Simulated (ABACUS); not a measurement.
Input and output of a self-consistent single point for Zn3CdSe4 (Cm, 8 atoms in the cell; from Materials Project mp-1079034, changed as shown) (ABACUS).

Method: PBEsol, PseudoDojo 0.4 standard norm-conserving PBEsol (tails mended) pseudopotentials (plane waves; ABACUS).

The change in words: atom 6 moved by +0.08 angstrom along x. Reference geometry (P-43m):
```
Zn3CdSe4
1.0
    5.73951     0.00000     0.00000
    0.00000     5.73951     0.00000
    0.00000     0.00000     5.73951
Zn Cd Se
3 1 4
Direct
  0.00000   0.50000   0.50000
  0.50000   0.00000   0.50000
  0.50000   0.50000   0.00000
  0.00000   0.00000   0.00000
  0.73850   0.73850   0.26150
  0.73850   0.26150   0.73850
  0.26150   0.26150   0.26150
  0.26150   0.73850   0.73850
```

Reference input (self-consistent single point, DFT, PBEsol, plane waves, PseudoDojo 0.4 standard norm-conserving PBEsol (tails mended) pseudopotentials): KPT = Gamma 2 2 2 0 0 0; basis_type = pw; ecutwfc = 102 Ry; smearing_method = fd; smearing_sigma = 0.00146997 Ry; potentials = PseudoDojo 0.4 standard norm-conserving PBEsol (tails mended); symmetry = 1; symmetry_prec = 1e-05; ks_solver = dav_subspace; scf_nmax = 100; scf_thr = 1.0e-09 Ry; mixing_type = broyden. This run's input differs from it in these lines:

```diff
@@ -50,3 +50,3 @@
    4.2386251810    4.2386251810    1.5008808190
-   4.2386251810    1.5008808190    4.2386251810
+   4.3186224156    1.5008808190    4.2386251810
    1.5008808190    1.5008808190    1.5008808190
```

Output (repeated stretches shortened):

```
 SELF-CONSISTENT
 -------------------------------------------

                                 init_chg = atomic

 PW ALGORITHM --------------- ION=   1  ELEC=   1--------------------------------

 Notice: Threshold on eigenvalues was too large.

 Density error is 0.285472134535
                          Error Threshold = 0.000196052992348
 E_KohnSham     -2573.0415242511     -35008.0259204195
 E_Fermi        0.6364573532         8.6594465376

 PW ALGORITHM --------------- ION=   1  ELEC=   2--------------------------------

 Density error is 0.0997699165775
                          Error Threshold = 0.000198244537871
   [... lines left out ...]

 Density error is 7.8240550816e-09
                          Error Threshold = 4.78332576571e-11
 E_KohnSham     -2573.1400600729     -35009.3665690539
 E_Fermi        0.6549059114         8.9104520487

 PW ALGORITHM --------------- ION=   1  ELEC=   9--------------------------------

 Density error is 2.71860120775e-10
                          Error Threshold = 5.43337158444e-12
 E_KohnSham     -2573.1400600744     -35009.3665690739
 E_KS(sigma->0) -2573.1400600744     -35009.3665690739
 E_entropy(-TS) -0.0000000000        -0.0000000000
 E_Fermi        0.6549096765         8.9105032763
 charge density convergence is achieved
 final etot is -35009.366569 eV
 EFERMI = 8.9105032763 eV

 STATE ENERGY(eV) AND OCCUPATIONS    NSPIN == 1
   [... 84 lines left out ...]

 TOTAL-FORCE (eV/Angstrom)
                       Zn1         0.1224561943         0.1101126756        -0.1101126756
                       Zn2         0.0980544192         0.0910114548         0.0727222089
                       Zn3         0.0980544192        -0.0727222089        -0.0910114548
                       Cd1         0.1193782452        -0.1370211903         0.1370211903
                       Se1         0.0005245321         0.0032906485        -0.0032906485
                       Se2        -0.6272285070         0.0116015567        -0.0116015567
                       Se3         0.0943803485        -0.0031838365         0.0030890999
   [... lines left out ...]

 TOTAL-STRESS (KBAR)
         4.7471313182        -0.1030979395         0.1030979395
        -0.1030979395         4.9653864139        -3.9169146772
         0.1030979395        -3.9169146772         4.9653864139
 TOTAL-PRESSURE: 4.892635 KBAR

 --------------------------------------------
 !FINAL_ETOT_IS -35009.3665690738926060 eV
 --------------------------------------------
```

The run converged in 9 iterations. Against the reference run the free energy rises by 3.1 meV/atom, the pressure moves little (0.41 to 0.49 GPa), the largest force goes from 0.004 to 0.627 eV/Å and the gap on the mesh goes from 0.975 to 0.961 eV.

The structure comes from a collection of computed structures, made at another level of theory; the collection holds predicted forms beside known ones. Its lattice was then scaled.

Cost on one core: roughly 5 core-minutes.

“Tails mended”: in these copies of the files the far tail of each local potential was reset to the Coulomb form.
